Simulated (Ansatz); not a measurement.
FeCo3:
```cif
data_Co3Fe
_chemical_formula_sum 'Fe1 Co3'
_space_group_name_H-M_alt 'P 1'
_space_group_IT_number 1
_cell_length_a 2.45898
_cell_length_b 2.45898
_cell_length_c 7.02515
_cell_angle_alpha 90.000
_cell_angle_beta 90.000
_cell_angle_gamma 90.000
loop_
_space_group_symop_operation_xyz
  'x, y, z'
loop_
_atom_site_label
_atom_site_type_symbol
_atom_site_fract_x
_atom_site_fract_y
_atom_site_fract_z
_atom_site_occupancy
Fe1 Fe 0.00000 0.00000 0.00000 1
Co1 Co 0.50000 0.50000 0.74339 1
Co2 Co 0.50000 0.50000 0.25661 1
Co3 Co 0.00000 0.00000 0.50000 1
```
The run is spin-polarised; directions of the spins, atom by atom: ↑ ↑ ↑ ↑.

Relaxed with PBEsol.

Problem. Which orbitals make up the states near the Fermi level in DFT-PBEsol in the program Ansatz with PAW potentials?

Solution. Within 0.5 eV of the Fermi level: Co 3d 70 %, Fe 3d 23 %. Projections are on Löwdin-orthogonalised atomic valence shells; empty p or d shells of many metals are not among them.

Problem. Tabulate the density of states.

Solution. States/eV per cell of 4 atoms, in 0.25 eV bins, energy from the Fermi level.

| E (eV) | total | Co 3d | Fe 3d | Co 4s |
|---|---|---|---|---|
| -7.85 | 0.32 | 0.00 | 0.00 | 0.24 |
| -7.60 | 0.36 | 0.01 | 0.00 | 0.26 |
| -7.35 | 0.41 | 0.01 | 0.00 | 0.29 |
| -7.10 | 0.45 | 0.02 | 0.01 | 0.32 |
| -6.85 | 0.50 | 0.03 | 0.01 | 0.35 |
| -6.60 | 0.57 | 0.04 | 0.01 | 0.38 |
| -6.35 | 0.64 | 0.06 | 0.02 | 0.42 |
| -6.10 | 0.73 | 0.09 | 0.03 | 0.46 |
| -5.85 | 0.86 | 0.15 | 0.04 | 0.50 |
| -5.60 | 1.11 | 0.28 | 0.08 | 0.56 |
| -5.35 | 2.20 | 1.01 | 0.29 | 0.68 |
| -5.10 | 2.67 | 1.39 | 0.36 | 0.68 |
| -4.85 | 2.95 | 1.59 | 0.49 | 0.62 |
| -4.60 | 3.96 | 2.49 | 0.66 | 0.55 |
| -4.35 | 4.59 | 3.08 | 0.74 | 0.51 |
| -4.10 | 4.79 | 3.14 | 0.93 | 0.46 |
| -3.85 | 5.00 | 3.43 | 0.98 | 0.34 |
| -3.60 | 4.41 | 3.01 | 0.86 | 0.28 |
| -3.35 | 5.76 | 4.11 | 1.13 | 0.24 |
| -3.10 | 6.99 | 5.19 | 1.26 | 0.22 |
| -2.85 | 7.56 | 5.49 | 1.53 | 0.20 |
| -2.60 | 8.45 | 6.34 | 1.60 | 0.18 |
| -2.35 | 7.53 | 5.47 | 1.58 | 0.15 |
| -2.10 | 6.31 | 4.47 | 1.37 | 0.14 |
| -1.85 | 7.70 | 5.53 | 1.65 | 0.16 |
| -1.60 | 8.58 | 6.26 | 1.76 | 0.18 |
| -1.35 | 7.79 | 5.61 | 1.67 | 0.16 |
| -1.10 | 8.01 | 5.97 | 1.55 | 0.17 |
| -0.85 | 8.42 | 6.35 | 1.66 | 0.15 |
| -0.60 | 9.86 | 6.77 | 2.72 | 0.15 |
| -0.35 | 5.83 | 3.91 | 1.64 | 0.13 |
| -0.10 | 4.10 | 2.90 | 0.92 | 0.15 |
| 0.15 | 4.37 | 3.28 | 0.76 | 0.17 |
| 0.40 | 3.92 | 2.82 | 0.74 | 0.18 |
| 0.65 | 4.10 | 2.86 | 0.88 | 0.19 |
| 0.90 | 4.48 | 3.19 | 0.89 | 0.21 |
| 1.15 | 4.18 | 2.81 | 0.94 | 0.21 |
| 1.40 | 4.65 | 2.87 | 1.35 | 0.20 |
| 1.65 | 4.56 | 1.90 | 2.16 | 0.23 |
| 1.90 | 3.03 | 1.01 | 1.49 | 0.24 |
| 2.15 | 1.84 | 0.53 | 0.72 | 0.27 |
| 2.40 | 1.41 | 0.42 | 0.37 | 0.28 |
| 2.65 | 1.36 | 0.41 | 0.25 | 0.31 |
| 2.90 | 1.17 | 0.31 | 0.17 | 0.27 |
| 3.15 | 1.03 | 0.24 | 0.13 | 0.24 |
| 3.40 | 1.09 | 0.22 | 0.16 | 0.24 |
| 3.65 | 1.12 | 0.21 | 0.16 | 0.25 |
| 3.90 | 1.03 | 0.18 | 0.12 | 0.22 |
| 4.15 | 0.93 | 0.15 | 0.09 | 0.20 |
| 4.40 | 0.90 | 0.14 | 0.08 | 0.19 |
| 4.65 | 0.88 | 0.12 | 0.07 | 0.17 |

Space group P4/mmm. The first step of the workflow began from a Materials Project structure, measured or hypothetical; the Crystallography Open Database copy checked does not list it. Whether it is the stable phase at ambient conditions was not checked. The cell was relaxed with PBEsol under the symmetry of its start; whether a distortion lowers the energy is not shown. Magnetic state: ferromagnetic, chosen from 5 collinear starts compared on coarse meshes (ties went to the first, and starts can fall back to one state), not a proven ground state.

Potentials: the later of the program's two PAW sets.
